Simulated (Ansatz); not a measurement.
## Band table of Ru (sc type)

```
Ru
1.0
     1.90115    0.00000    0.00000
     0.00000    1.90115    0.00000
     0.00000    0.00000    1.90115
Ru
1
Cartesian
  0.0000 0.0000 0.0000
```

The cell comes from a relaxation on PAW files under the same functional, begun from a prototype that needn't be the stable phase.

All numbers are PBEsol results (scalar-relativistic) from Ansatz 0.2.0, with a Γ-centred 15×15×15 k mesh, Fermi–Dirac smearing of 0.1 eV, no spin polarisation. Methods: LAPW: all electrons, basis error target 1 meV/atom.

This run: volume at 0.45 of the series' base cell.

The structure type is held throughout; the real material can change phase at far lower pressure.

Path points, in fractions of the reciprocal vectors: Γ (0.000, 0.000, 0.000), X (0.000, 0.500, 0.000), M (0.500, 0.500, 0.000), R (0.500, 0.500, 0.500). The distance column jumps between branches of the path. Levels in eV from the Fermi level; bands 14 to 19, counted from the lowest band of the run. The gap is zero, the pressure 1185 GPa.

```
# k(1/Å) point b14 b15 b16 b17 b18 b19
0.000 Γ -15.86 -15.86 -11.41 5.21 5.21 5.21
0.207 - -15.79 -15.34 -11.10 4.63 4.63 5.25
0.413 - -15.57 -14.10 -10.01 3.16 3.16 5.36
0.620 - -15.23 -12.77 -7.96 1.31 1.31 5.54
0.826 - -14.81 -11.58 -5.29 -0.54 -0.54 5.75
1.033 - -14.35 -10.43 -2.83 -2.15 -2.15 5.96
1.239 - -13.94 -9.33 -3.39 -3.39 -1.44 6.15
1.446 - -13.65 -8.44 -4.16 -4.16 -1.17 6.28
1.652 X -13.55 -8.08 -4.43 -4.43 -1.24 6.33
1.859 - -13.16 -7.68 -6.30 -4.36 0.36 5.84
2.066 - -12.24 -9.18 -6.39 -4.17 2.48 4.58
2.272 - -11.99 -11.24 -4.09 -3.86 2.93 4.24
2.479 - -14.51 -10.37 -3.49 -0.95 1.25 5.73
2.685 - -16.60 -9.61 -3.09 -0.25 2.59 7.08
2.892 - -18.18 -8.98 -2.73 -1.41 6.04 8.29
3.098 - -19.17 -8.55 -2.48 -2.14 8.64 9.20
3.305 M -19.50 -8.40 -2.39 -2.39 9.55 9.55
3.597 - -18.84 -8.71 -2.28 -2.18 7.93 8.83
3.889 - -16.91 -9.56 -1.91 -1.56 4.10 6.89
4.181 - -13.96 -10.76 -1.21 -0.57 -0.46 3.98
4.473 - -12.15 -10.42 -5.03 -0.11 0.66 0.73
4.766 - -13.44 -9.21 -8.11 -1.06 1.36 2.21
5.058 - -14.60 -12.67 -9.19 1.15 3.05 3.66
5.350 - -15.50 -15.02 -10.81 4.03 4.56 4.78
5.642 Γ -15.86 -15.86 -11.41 5.21 5.21 5.21
6.000 - -14.95 -14.95 -10.55 3.92 4.16 4.16
6.357 - -12.41 -12.41 -8.68 1.27 1.27 1.60
6.715 - -8.75 -8.75 -8.56 -2.57 -2.57 2.14
7.073 - -10.89 -7.32 -7.32 -3.51 -3.51 6.70
7.431 - -13.27 -10.63 -10.63 1.20 1.20 11.66
7.788 - -14.82 -13.35 -13.35 6.19 6.19 7.45
8.146 - -15.50 -15.06 -15.06 3.45 10.52 10.52
8.504 R -15.65 -15.65 -15.65 1.98 12.50 12.50
8.796 - -15.68 -15.38 -15.01 2.97 10.57 11.74
9.088 - -15.61 -14.59 -13.14 5.72 6.40 9.58
9.380 - -15.14 -13.30 -10.24 1.69 6.38 9.68
9.672 - -14.06 -11.56 -6.65 -2.91 2.74 13.06
9.965 - -12.30 -9.47 -7.07 -3.77 0.27 10.65
10.257 - -10.46 -9.86 -7.22 -5.34 2.62 6.13
10.549 - -12.74 -7.33 -6.87 -5.27 1.70 5.33
10.841 X -13.55 -8.08 -4.43 -4.43 -1.24 6.33
13.178 R -15.65 -15.65 -15.65 1.98 12.50 12.50
13.384 - -15.85 -15.32 -15.32 2.48 11.16 12.47
13.591 - -16.40 -14.38 -14.38 3.90 8.02 12.38
13.798 - -17.13 -12.86 -12.86 4.23 6.07 12.24
14.004 - -17.89 -10.84 -10.84 0.42 8.81 12.09
14.211 - -18.56 -8.44 -8.44 -3.05 11.94 12.00
14.417 - -19.07 -5.87 -5.84 -5.84 11.81 14.04
14.624 - -19.39 -7.74 -3.48 -3.48 10.91 10.91
14.830 M -19.50 -8.40 -2.39 -2.39 9.55 9.55
```
